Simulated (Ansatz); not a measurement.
Given:

Sb:
```
CELL_PARAMETERS angstrom
      3.04092     0.00000     0.00000
      0.00000     3.04092     0.00000
      0.00000     0.00000     3.04092
ATOMIC_POSITIONS crystal
  Sb 0.00000 0.00000 0.00000
```

This is the LDA-relaxed structure.

Question: All from LDA (plane waves, PAW; program Ansatz), unless another level is named. Estimate the electronic character.

Answer: metallic (no gap).

Question: What about the density of states at the Fermi level?

Answer: 0.48 states/eV per atom (mean over ±0.08 eV).

Space group Pm-3m (simple cubic). The first step of the workflow began from a Materials Project structure, measured or hypothetical; the Crystallography Open Database files this formula in space group No. 221, but the cells were not matched. It is not the phase usual at ambient conditions (space group No. 166). The cell was relaxed with LDA under the symmetry of its start; whether a distortion lowers the energy is not shown. Spin–orbit coupling is left out wherever it is not named.

Potentials: the earlier of the program's two PAW sets.
